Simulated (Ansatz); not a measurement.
**Wurtzite alloy of GaP and InP (18 of 48 Ga sites exchanged), 96 atoms**

Ansatz, PAW, plane waves. PBEsol relaxation of cell lengths and atoms (angles held) at the single k point (¼, ¼, ¼) without its symmetry partners; single points on the relaxed atoms at the Γ point alone, onto which points of the small cell's zone fold. Arrangement: quasirandom. No spin–orbit coupling unless named.

Relaxed structure:

```yaml
crystal:
  lattice:
    - [11.84437, 0.00000, 0.00000]
    - [0.00000, 13.68169, 0.00000]
    - [0.00000, 0.00000, 13.00473]
  atoms:
    - { symbol: Ga, position: [0.00125, 0.16844, 0.99880] }
    - { symbol: Ga, position: [0.99886, 0.16894, 0.49956] }
    - { symbol: Ga, position: [0.16906, 0.41463, 0.99960] }
    - { symbol: Ga, position: [0.16398, 0.41235, 0.49891] }
    - { symbol: Ga, position: [0.66563, 0.16331, 0.00016] }
    - { symbol: Ga, position: [0.49541, 0.42121, 0.00114] }
    - { symbol: Ga, position: [0.33374, 0.66353, 0.99745] }
    - { symbol: Ga, position: [0.16785, 0.91992, 0.00067] }
    - { symbol: Ga, position: [0.83775, 0.41267, 0.50150] }
    - { symbol: Ga, position: [0.66095, 0.66772, 0.00307] }
    - { symbol: Ga, position: [0.66688, 0.66698, 0.49759] }
    - { symbol: Ga, position: [0.49980, 0.91307, 0.00075] }
    - { symbol: Ga, position: [0.83575, 0.91890, 0.49454] }
    - { symbol: Ga, position: [0.16399, 0.08925, 0.24696] }
    - { symbol: Ga, position: [0.16781, 0.08811, 0.75276] }
    - { symbol: Ga, position: [0.00392, 0.32928, 0.25218] }
    - { symbol: Ga, position: [0.00775, 0.32912, 0.74638] }
    - { symbol: Ga, position: [0.50000, 0.08250, 0.24475] }
    - { symbol: Ga, position: [0.49629, 0.08143, 0.75633] }
    - { symbol: Ga, position: [0.32975, 0.33645, 0.24730] }
    - { symbol: Ga, position: [0.33032, 0.33705, 0.75199] }
    - { symbol: Ga, position: [0.16875, 0.57670, 0.24725] }
    - { symbol: Ga, position: [0.17113, 0.57752, 0.75294] }
    - { symbol: Ga, position: [0.00261, 0.83826, 0.25097] }
    - { symbol: Ga, position: [0.83707, 0.08149, 0.24932] }
    - { symbol: Ga, position: [0.83614, 0.08618, 0.74905] }
    - { symbol: Ga, position: [0.49703, 0.58514, 0.24422] }
    - { symbol: Ga, position: [0.49550, 0.58588, 0.75518] }
    - { symbol: Ga, position: [0.33148, 0.83374, 0.75965] }
    - { symbol: Ga, position: [0.66635, 0.83478, 0.25123] }
    - { symbol: In, position: [0.33451, 0.16772, 0.00014] }
    - { symbol: In, position: [0.33313, 0.17034, 0.50158] }
    - { symbol: In, position: [0.00317, 0.66580, 0.00311] }
    - { symbol: In, position: [0.00147, 0.66337, 0.49836] }
    - { symbol: In, position: [0.67024, 0.16170, 0.50046] }
    - { symbol: In, position: [0.50042, 0.42366, 0.49976] }
    - { symbol: In, position: [0.33191, 0.66199, 0.50459] }
    - { symbol: In, position: [0.16437, 0.92364, 0.50102] }
    - { symbol: In, position: [0.83565, 0.41138, 0.99802] }
    - { symbol: In, position: [0.50153, 0.91314, 0.50029] }
    - { symbol: In, position: [0.83150, 0.92257, 0.00414] }
    - { symbol: In, position: [0.00468, 0.83838, 0.74906] }
    - { symbol: In, position: [0.66633, 0.33053, 0.24757] }
    - { symbol: In, position: [0.66248, 0.33028, 0.75280] }
    - { symbol: In, position: [0.33068, 0.83213, 0.24176] }
    - { symbol: In, position: [0.83268, 0.58637, 0.25345] }
    - { symbol: In, position: [0.83182, 0.58113, 0.74709] }
    - { symbol: In, position: [0.66465, 0.83500, 0.74857] }
    - { symbol: P, position: [0.99886, 0.16767, 0.18355] }
    - { symbol: P, position: [0.00282, 0.16561, 0.68427] }
    - { symbol: P, position: [0.33384, 0.16922, 0.19470] }
    - { symbol: P, position: [0.33505, 0.17109, 0.69839] }
    - { symbol: P, position: [0.16390, 0.41309, 0.18366] }
    - { symbol: P, position: [0.16819, 0.41543, 0.68369] }
    - { symbol: P, position: [0.01157, 0.67260, 0.19710] }
    - { symbol: P, position: [0.01278, 0.66285, 0.69191] }
    - { symbol: P, position: [0.66913, 0.15555, 0.18334] }
    - { symbol: P, position: [0.66347, 0.15488, 0.69382] }
    - { symbol: P, position: [0.49179, 0.42088, 0.18434] }
    - { symbol: P, position: [0.48974, 0.42374, 0.69378] }
    - { symbol: P, position: [0.33037, 0.65676, 0.18011] }
    - { symbol: P, position: [0.33130, 0.66840, 0.69970] }
    - { symbol: P, position: [0.15889, 0.92671, 0.18343] }
    - { symbol: P, position: [0.17984, 0.92595, 0.69405] }
    - { symbol: P, position: [0.84563, 0.41274, 0.19078] }
    - { symbol: P, position: [0.84320, 0.40639, 0.68413] }
    - { symbol: P, position: [0.65774, 0.67209, 0.18491] }
    - { symbol: P, position: [0.65488, 0.66235, 0.67940] }
    - { symbol: P, position: [0.50740, 0.91978, 0.18337] }
    - { symbol: P, position: [0.48730, 0.92050, 0.69423] }
    - { symbol: P, position: [0.83405, 0.91548, 0.19755] }
    - { symbol: P, position: [0.83446, 0.92588, 0.67828] }
    - { symbol: P, position: [0.15760, 0.09305, 0.42928] }
    - { symbol: P, position: [0.15926, 0.08135, 0.93529] }
    - { symbol: P, position: [0.99989, 0.33165, 0.43678] }
    - { symbol: P, position: [0.01214, 0.32898, 0.92998] }
    - { symbol: P, position: [0.49933, 0.08206, 0.42575] }
    - { symbol: P, position: [0.50697, 0.07543, 0.93787] }
    - { symbol: P, position: [0.32691, 0.34068, 0.42970] }
    - { symbol: P, position: [0.33377, 0.34168, 0.93482] }
    - { symbol: P, position: [0.16719, 0.57026, 0.42938] }
    - { symbol: P, position: [0.17424, 0.57615, 0.93526] }
    - { symbol: P, position: [0.99434, 0.83596, 0.43289] }
    - { symbol: P, position: [0.00694, 0.83912, 0.94169] }
    - { symbol: P, position: [0.84419, 0.08049, 0.43190] }
    - { symbol: P, position: [0.83415, 0.09511, 0.93281] }
    - { symbol: P, position: [0.67453, 0.33523, 0.44173] }
    - { symbol: P, position: [0.65331, 0.32829, 0.94734] }
    - { symbol: P, position: [0.50772, 0.59246, 0.42571] }
    - { symbol: P, position: [0.50042, 0.58483, 0.93835] }
    - { symbol: P, position: [0.32877, 0.83107, 0.43402] }
    - { symbol: P, position: [0.33162, 0.83232, 0.94368] }
    - { symbol: P, position: [0.82452, 0.57613, 0.44700] }
    - { symbol: P, position: [0.82240, 0.58725, 0.94149] }
    - { symbol: P, position: [0.67727, 0.82937, 0.43474] }
    - { symbol: P, position: [0.66017, 0.82914, 0.94240] }
```

Question: What are the mean bond lengths by pair (pairs within 1.2 times the sum of covalent radii, less contacts 15 % beyond the pair's median; cation–cation pairs of compounds aside; long ionic contacts are cut short by that bound)?

Answer: Ga–P 2.373 ± 0.017 Å (standard deviation, 120 bonds); In–P 2.519 ± 0.015 Å (standard deviation, 72 bonds).

Question: What gap lies between the top filled and the lowest empty level in the single points?

Answer: HSE06 2.01 eV (74 s on NVIDIA GB300).
